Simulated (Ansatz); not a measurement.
According to PBE (plane waves, PAW; program Ansatz), Si in the tetragonal phase (P4_32_12; Si on 4a, Si on 8b) relaxes to a = 5.680 Å, c = 6.826 Å.

It is gapped at this level: 1.10 eV (indirect). The hole mass is 0.23, 0.57, 2.9 mₑ (principal values).

The bulk modulus is 71.1 GPa.

The start of the workflow was typed in or built on a structure type; neither database checked (COD, Materials Project) lists it. It is not the phase usual at ambient conditions (space group No. 227). The PBE relaxation kept the symmetry of its start; whether a distortion lowers the energy is not shown.

Potentials: the earlier of the program's two PAW sets.
